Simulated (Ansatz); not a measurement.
Consider the following.

OsC:
```cif
data_C4Os4
_chemical_formula_sum 'Os4 C4'
_space_group_name_H-M_alt 'F-43m'
_space_group_IT_number 216
_space_group_name_Hall 'F -4 2 3'
_cell_length_a 4.56593
_cell_length_b 4.56593
_cell_length_c 4.56593
_cell_angle_alpha 90.000
_cell_angle_beta 90.000
_cell_angle_gamma 90.000
loop_
_atom_site_label
_atom_site_type_symbol
_atom_site_symmetry_multiplicity
_atom_site_Wyckoff_symbol
_atom_site_fract_x
_atom_site_fract_y
_atom_site_fract_z
_atom_site_occupancy
Os1 Os 4 a 0.00000 0.00000 0.00000 1
C1 C 4 d 0.75000 0.75000 0.75000 1
```
(The calculation used a cell of 2 atoms; values per cell refer to that cell.)

This is the PBEsol-relaxed structure.

### Question
All from PBEsol in the plane-wave PAW code Ansatz, unless another level is named. Predict the vibrational entropy at 300 K.

### Answer
24.8 J/(K·mol of atoms).

### Question
What about the bulk modulus (Birch–Murnaghan fit)?

### Answer
310 GPa.

### Question
Predict the highest zone-centre frequency (without LO–TO term).

### Answer
561 cm⁻¹.

### Question
What about the elastic constants (relaxed ions, GPa)?

### Answer
C11 = 343, C12 = 294, C44 = -30.1.

### Question
Predict the zero-point energy.

### Answer
67.1 meV/atom.

The start of the workflow was typed in or built on a structure type; neither database checked (COD, Materials Project) lists it. Its standing as an ambient phase is unchecked. The PBEsol relaxation kept the symmetry of its start. At this level the phase is mechanically unstable. The run is not spin-polarised. Its formation energy is positive at this level, so the cell may be metastable or incomplete. Spin–orbit coupling is left out wherever it is not named.

Potentials: the earlier of the program's two PAW sets. The files were generated under PBE; for other functionals the program regenerates the frozen cores, and for LDA and PBEsol the local potential too.
